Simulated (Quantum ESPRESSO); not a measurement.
Simulation results for Si2PCN3 (made-up cell, one site empty), AlSi2PC4 (made-up cell), Mg2AlS3F (made-up cell, one site empty)

Calculation on a made-up crystal cell, not a measurement, run twice, once with a planted mistake found by running each candidate: periodic Kohn-Sham density functional theory in plane waves with PseudoDojo standard norm-conserving scalar-relativistic pseudopotentials, each functional with its own files (v0.5 for PBE, v0.4.1 for LDA and PBEsol), no spin polarisation, no spin-orbit coupling, atoms not relaxed, stress positive in tension, energies less a fixed whole-eV offset for each atom's element; levels are Kohn-Sham levels at fractions of this cell's reciprocal vectors, counted from the reference band (half the neutral cell's valence electrons, rounded up) at Gamma; error bars cover cutoff and k-mesh only, not smearing or the files; each bar is the largest change over components, and at least 0.002 eV, 0.002 eV per angstrom or 0.02 GPa; a charged cell sits in a uniform background, with energy and stress on this program's zero of potential; energies are for the whole cell, and the offsets were chosen from early runs and are not element reference energies; a distance is the largest change of any value in units of its error bar, a scale change is of lengths, and a coarse mesh keeps the half-step shift. Program: Quantum ESPRESSO 7.5.

Common to all runs: intended functional pbe; intended fermi dirac smearing 0.025 eV; intended scf tolerance 1e-07 eV; intended electrons removed 0; healthy scf iterations 12; healthy smearing term minus ts 0 eV; structure shown as intended, without the mistake.

(1) Si2PCN3 (made-up cell, one site empty)

Intended structure:
```
Si2PCN3
1.0
      4.0778     0.0298     0.0188
      0.0298     4.0698    -0.0395
      0.0188    -0.0395     4.2128
Si P C N
2 1 1 3
Direct
  0.01169 -0.01070 0.00775
  0.00047 0.47461 0.47003
  0.49418 0.47726 -0.02109
  0.27363 0.27709 0.25204
  0.25198 0.73524 0.75916
  0.74306 0.26258 0.76185
  0.75139 0.73749 0.21841
```

```
lattice type                         : zincblende/diamond
empty site                           : 3
intended cutoff                      : 1143 eV
healthy free energy less offsets     : 0.731 eV
healthy pressure                     : 5.43 GPa
healthy stress xx                    : -2.2 GPa
healthy stress yy                    : -9.43 GPa
healthy stress zz                    : -4.67 GPa
healthy stress yz                    : -9.08 GPa
healthy stress xz                    : 15.92 GPa
healthy stress xy                    : 9.66 GPa
healthy reference band               : 16
faulty free energy less offsets      : -8.56 eV
faulty scf iterations                : 13
faulty smearing term minus ts        : -0.005 eV
faulty pressure                      : -24.05 GPa
faulty stress xx                     : 26.76 GPa
faulty stress yy                     : 22.47 GPa
faulty stress zz                     : 22.92 GPa
faulty stress yz                     : -13.07 GPa
faulty stress xz                     : 22.4 GPa
faulty stress xy                     : 2.77 GPa
faulty reference band                : 16
candidate k points along each vector : 2
candidate cutoff                     : 682 eV
candidate smearing                   : 0.47 eV
candidate functional                 : lda
candidate scf tolerance              : 0.1 eV
candidate electrons removed          : 1
candidate scale change               : 1.94 percent
candidate first exchanged site       : 5
candidate second exchanged site      : 6
intended k mesh                      : 4 x 4 x 4, shifted by half a step
fault kind                           : wrong charge
other mistakes compared              : 7
distance from healthy                : 4646 error bars
distance from nearest other mistake  : 3030 error bars
healthy error bar energy             : 0.002 eV
healthy error bar stress             : 0.02 GPa
healthy error bar force              : 0.004397 eV/Å
healthy error bar next band up       : 0.002 eV
```

Atoms:
```tsv
atoms element	atom site	atom energy offset (eV)
Si	1	-115
Si	2	-115
P	4	-189
C	5	-163
N	6	-283
N	7	-283
N	8	-283
```

Healthy forces:
```tsv
site	x (eV/Å)	y (eV/Å)	z (eV/Å)
1	-0.109	0.908	-0.265
2	-2.922	3.779	3.808
4	-0.097	2.97	1.855
5	1.552	-4.174	-3.6
6	-0.224	-1.239	-0.621
7	2.212	-1.139	-1.28
8	-0.411	-1.105	0.103
```

Healthy levels:
```tsv
level k point	next band up (eV)
Gamma	1.149
(1/2,1/2,1/2)	3.118
(0.15,0,0)	1.465
(0,0.15,0)	1.655
(0,0,0.15)	1.505
```

Faulty forces:
```tsv
site	x (eV/Å)	y (eV/Å)	z (eV/Å)
1	-0.66	0.317	-1.154
2	-3.897	4.493	5.603
4	1.119	3.996	0.149
5	1.859	-4.618	-3.37
6	0.016	-1.661	-0.297
7	2.117	-1.282	-1.232
8	-0.554	-1.245	0.3
```

Faulty levels:
```tsv
level k point	next band up (eV)
Gamma	1.721
(1/2,1/2,1/2)	3.766
(0.15,0,0)	2.043
(0,0.15,0)	2.237
(0,0,0.15)	2.07
```

Candidate mistake: coarse kmesh, low cutoff, wide smearing, wrong functional, loose scf, wrong charge, cell scaled, atoms exchanged

(2) Si2PCN3 (made-up cell, one site empty)

Structure as in entry 1.

```
lattice type                         : zincblende/diamond
empty site                           : 3
intended cutoff                      : 1143 eV
healthy free energy less offsets     : 0.731 eV
healthy pressure                     : 5.43 GPa
healthy stress xx                    : -2.2 GPa
healthy stress yy                    : -9.43 GPa
healthy stress zz                    : -4.67 GPa
healthy stress yz                    : -9.08 GPa
healthy stress xz                    : 15.92 GPa
healthy stress xy                    : 9.66 GPa
healthy reference band               : 16
faulty free energy less offsets      : 0.761 eV
faulty scf iterations                : 12
faulty smearing term minus ts        : 0 eV
faulty pressure                      : -7.15 GPa
faulty stress xx                     : 10.98 GPa
faulty stress yy                     : 2.66 GPa
faulty stress zz                     : 7.8 GPa
faulty stress yz                     : -7.88 GPa
faulty stress xz                     : 11.94 GPa
faulty stress xy                     : 7.65 GPa
faulty reference band                : 16
candidate k points along each vector : 2
candidate cutoff                     : 682 eV
candidate smearing                   : 0.47 eV
candidate functional                 : lda
candidate scf tolerance              : 0.1 eV
candidate electrons removed          : 1
candidate scale change               : 1.94 percent
candidate first exchanged site       : 5
candidate second exchanged site      : 6
intended k mesh                      : 4 x 4 x 4, shifted by half a step
fault kind                           : cell scaled
other mistakes compared              : 7
distance from healthy                : 659 error bars
distance from nearest other mistake  : 565.6 error bars
healthy error bar energy             : 0.002 eV
healthy error bar stress             : 0.02 GPa
healthy error bar force              : 0.004397 eV/Å
healthy error bar next band up       : 0.002 eV
```

Atoms:
```tsv
atoms element	atom site	atom energy offset (eV)
Si	1	-115
Si	2	-115
P	4	-189
C	5	-163
N	6	-283
N	7	-283
N	8	-283
```

Healthy forces:
```tsv
site	x (eV/Å)	y (eV/Å)	z (eV/Å)
1	-0.109	0.908	-0.265
2	-2.922	3.779	3.808
4	-0.097	2.97	1.855
5	1.552	-4.174	-3.6
6	-0.224	-1.239	-0.621
7	2.212	-1.139	-1.28
8	-0.411	-1.105	0.103
```

Healthy levels:
```tsv
level k point	next band up (eV)
Gamma	1.149
(1/2,1/2,1/2)	3.118
(0.15,0,0)	1.465
(0,0.15,0)	1.655
(0,0,0.15)	1.505
```

Faulty forces:
```tsv
site	x (eV/Å)	y (eV/Å)	z (eV/Å)
1	-0.101	0.551	-0.227
2	-2.423	3.4	3.276
4	0.017	2.577	1.659
5	1.05	-3.435	-3.534
6	-0.375	-1.298	-0.221
7	1.907	-0.655	-0.806
8	-0.075	-1.14	-0.147
```

Faulty levels:
```tsv
level k point	next band up (eV)
Gamma	1.114
(1/2,1/2,1/2)	2.604
(0.15,0,0)	1.423
(0,0.15,0)	1.595
(0,0,0.15)	1.435
```

Candidate mistake: coarse kmesh, low cutoff, wide smearing, wrong functional, loose scf, wrong charge, cell scaled, atoms exchanged

(3) Si2PCN3 (made-up cell, one site empty)

Structure as in entry 1.

```
lattice type                         : zincblende/diamond
empty site                           : 3
intended cutoff                      : 1143 eV
healthy free energy less offsets     : 0.731 eV
healthy pressure                     : 5.43 GPa
healthy stress xx                    : -2.2 GPa
healthy stress yy                    : -9.43 GPa
healthy stress zz                    : -4.67 GPa
healthy stress yz                    : -9.08 GPa
healthy stress xz                    : 15.92 GPa
healthy stress xy                    : 9.66 GPa
healthy reference band               : 16
faulty free energy less offsets      : 0.992 eV
faulty scf iterations                : 11
faulty smearing term minus ts        : 0 eV
faulty pressure                      : 5.13 GPa
faulty stress xx                     : -3.04 GPa
faulty stress yy                     : -8.1 GPa
faulty stress zz                     : -4.25 GPa
faulty stress yz                     : -9.06 GPa
faulty stress xz                     : 14.69 GPa
faulty stress xy                     : 10.36 GPa
faulty reference band                : 16
candidate k points along each vector : 2
candidate cutoff                     : 682 eV
candidate smearing                   : 0.47 eV
candidate functional                 : lda
candidate scf tolerance              : 0.1 eV
candidate electrons removed          : 1
candidate scale change               : 1.94 percent
candidate first exchanged site       : 5
candidate second exchanged site      : 6
intended k mesh                      : 4 x 4 x 4, shifted by half a step
fault kind                           : atoms exchanged
other mistakes compared              : 7
distance from healthy                : 507.5 error bars
distance from nearest other mistake  : 506.5 error bars
healthy error bar energy             : 0.002 eV
healthy error bar stress             : 0.02 GPa
healthy error bar force              : 0.004397 eV/Å
healthy error bar next band up       : 0.002 eV
```

Atoms:
```tsv
atoms element	atom site	atom energy offset (eV)
Si	1	-115
Si	2	-115
P	4	-189
C	5	-163
N	6	-283
N	7	-283
N	8	-283
```

Healthy forces:
```tsv
site	x (eV/Å)	y (eV/Å)	z (eV/Å)
1	-0.109	0.908	-0.265
2	-2.922	3.779	3.808
4	-0.097	2.97	1.855
5	1.552	-4.174	-3.6
6	-0.224	-1.239	-0.621
7	2.212	-1.139	-1.28
8	-0.411	-1.105	0.103
```

Healthy levels:
```tsv
level k point	next band up (eV)
Gamma	1.149
(1/2,1/2,1/2)	3.118
(0.15,0,0)	1.465
(0,0.15,0)	1.655
(0,0,0.15)	1.505
```

Faulty forces:
```tsv
site	x (eV/Å)	y (eV/Å)	z (eV/Å)
1	-0.567	0.422	-1.141
2	-1.553	4.306	4.269
4	-0.268	4.449	-0.055
5	0.332	-3.48	-2.815
6	0.458	-1.618	-1.216
7	2.121	-2.074	-0.118
8	-0.522	-2.005	1.074
```

Faulty levels:
```tsv
level k point	next band up (eV)
Gamma	0.178
(1/2,1/2,1/2)	2.103
(0.15,0,0)	0.544
(0,0.15,0)	0.675
(0,0,0.15)	0.571
```

Candidate mistake: coarse kmesh, low cutoff, wide smearing, wrong functional, loose scf, wrong charge, cell scaled, atoms exchanged

(4) AlSi2PC4 (made-up cell)

Intended structure:
```
AlSi2PC4
1.0
      4.5074    -0.0101    -0.0395
     -0.0101     4.5418    -0.0387
     -0.0395    -0.0387     4.4447
P Si Al Si C
1 1 1 1 4
Direct
  0.00304 -0.02706 -0.00048
  0.00427 0.50093 0.50819
  0.50692 0.03289 0.49020
  0.50603 0.46737 -0.00075
  0.24612 0.28557 0.23774
  0.22855 0.73522 0.75264
  0.72610 0.24003 0.72200
  0.76953 0.73465 0.23393
```

```
lattice type                         : zincblende/diamond
intended cutoff                      : 1116 eV
healthy free energy less offsets     : -0.583 eV
healthy pressure                     : -4.79 GPa
healthy stress xx                    : 4.29 GPa
healthy stress yy                    : 10.29 GPa
healthy stress zz                    : -0.21 GPa
healthy stress yz                    : -7.5 GPa
healthy stress xz                    : -8.85 GPa
healthy stress xy                    : -5.57 GPa
faulty free energy less offsets      : -0.605 eV
faulty scf iterations                : 12
faulty smearing term minus ts        : 0 eV
faulty pressure                      : 3.12 GPa
faulty stress xx                     : -3.68 GPa
faulty stress yy                     : 2.92 GPa
faulty stress zz                     : -8.59 GPa
faulty stress yz                     : -8.96 GPa
faulty stress xz                     : -9.42 GPa
faulty stress xy                     : -6.74 GPa
candidate k points along each vector : 1
candidate cutoff                     : 671 eV
candidate smearing                   : 0.48 eV
candidate functional                 : pbesol
candidate scf tolerance              : 0.03 eV
candidate electrons removed          : -1
candidate scale change               : -1.45 percent
candidate first exchanged site       : 2
candidate second exchanged site      : 3
intended k mesh                      : 4 x 4 x 4, shifted by half a step
fault kind                           : cell scaled
other mistakes compared              : 7
distance from healthy                : 168.7 error bars
distance from nearest other mistake  : 168.5 error bars
healthy error bar energy             : 0.005884 eV
healthy error bar stress             : 0.06456 GPa
healthy error bar force              : 0.003791 eV/Å
```

Atoms:
```tsv
atoms element	atom site	atom energy offset (eV)
P	1	-189
Si	2	-115
Al	3	-64
Si	4	-115
C	5	-163
C	6	-163
C	7	-163
C	8	-163
```

Healthy forces:
```tsv
site	x (eV/Å)	y (eV/Å)	z (eV/Å)
1	-0.268	0.618	-0.52
2	-1.356	-0.227	-1.25
3	-3.814	-5.727	-3.533
4	0.215	3.025	-1.271
5	-1.325	-3.073	0.213
6	1.624	1.399	1.117
7	5.551	3.3	5.203
8	-0.628	0.685	0.041
```

Faulty forces:
```tsv
site	x (eV/Å)	y (eV/Å)	z (eV/Å)
1	-0.286	0.9	-0.534
2	-1.54	-0.389	-1.296
3	-4.229	-6.292	-3.905
4	0.308	3.258	-1.409
5	-1.631	-3.375	0.142
6	1.894	1.607	1.266
7	6.191	3.515	5.719
8	-0.707	0.776	0.018
```

Candidate mistake: coarse kmesh, low cutoff, wide smearing, wrong functional, loose scf, wrong charge, cell scaled, atoms exchanged

(5) Mg2AlS3F (made-up cell, one site empty)

Intended structure:
```
Mg2AlS3F
1.0
      3.9353    -0.0579     0.0210
     -0.1002     6.7089    -0.0063
      0.0343    -0.0059     6.2864
Al Mg S F S
1 2 1 1 2
Direct
  0.01062 0.01173 -0.00623
  0.49843 0.48241 -0.02126
  0.47726 0.17721 0.49567
  0.00265 -0.00435 0.38300
  0.50602 0.51840 0.37324
  0.49215 0.18104 0.87654
  0.01707 0.67420 0.88527
```

```
lattice type                         : wurtzite
empty site                           : 4
intended cutoff                      : 1143 eV
healthy free energy less offsets     : 9.722 eV
healthy pressure                     : -1.71 GPa
healthy stress xx                    : -0.32 GPa
healthy stress yy                    : 1.02 GPa
healthy stress zz                    : 4.43 GPa
healthy stress yz                    : -2.65 GPa
healthy stress xz                    : -0.18 GPa
healthy stress xy                    : -1.65 GPa
healthy reference band               : 24
faulty free energy less offsets      : 9.368 eV
faulty scf iterations                : 11
faulty smearing term minus ts        : 0 eV
faulty pressure                      : -2.16 GPa
faulty stress xx                     : 1.87 GPa
faulty stress yy                     : 0.48 GPa
faulty stress zz                     : 4.13 GPa
faulty stress yz                     : -2.6 GPa
faulty stress xz                     : -0.17 GPa
faulty stress xy                     : -1.68 GPa
faulty reference band                : 24
candidate k points along each vector : 2
candidate cutoff                     : 660 eV
candidate smearing                   : 0.39 eV
candidate functional                 : pbesol
candidate scf tolerance              : 0.7 eV
candidate electrons removed          : 1
candidate scale change               : -1.25 percent
candidate first exchanged site       : 1
candidate second exchanged site      : 6
intended k mesh                      : 5 x 4 x 4, shifted by half a step
fault kind                           : coarse kmesh
other mistakes compared              : 7
distance from healthy                : 177 error bars
distance from nearest other mistake  : 158.8 error bars
healthy error bar energy             : 0.002 eV
healthy error bar stress             : 0.02799 GPa
healthy error bar force              : 0.003396 eV/Å
healthy error bar next band up       : 0.002 eV
```

Atoms:
```tsv
atoms element	atom site	atom energy offset (eV)
Al	1	-64
Mg	2	-1617
Mg	3	-1617
S	5	-302
F	6	-677
S	7	-302
S	8	-302
```

Healthy forces:
```tsv
site	x (eV/Å)	y (eV/Å)	z (eV/Å)
1	-0.431	-2.137	1.766
2	0.238	4.539	2.726
3	0.866	1.556	-1.608
5	-0.886	0.322	-1.577
6	-0.07	-2.134	-0.807
7	0.597	-3.365	-0.406
8	-0.315	1.219	-0.093
```

Healthy levels:
```tsv
level k point	next band up (eV)
Gamma	1.338
(1/2,1/2,1/2)	2.605
(0.15,0,0)	2.18
(0,0.15,0)	1.501
(0,0,0.15)	1.436
```

Faulty forces:
```tsv
site	x (eV/Å)	y (eV/Å)	z (eV/Å)
1	-0.43	-2.219	1.815
2	0.237	4.568	2.754
3	0.866	1.591	-1.635
5	-0.885	0.263	-1.598
6	-0.07	-2.146	-0.799
7	0.595	-3.306	-0.435
8	-0.313	1.249	-0.101
```

Faulty levels:
```tsv
level k point	next band up (eV)
Gamma	1.3
(1/2,1/2,1/2)	2.583
(0.15,0,0)	2.14
(0,0.15,0)	1.462
(0,0,0.15)	1.397
```

Candidate mistake: coarse kmesh, low cutoff, wide smearing, wrong functional, loose scf, wrong charge, cell scaled, atoms exchanged
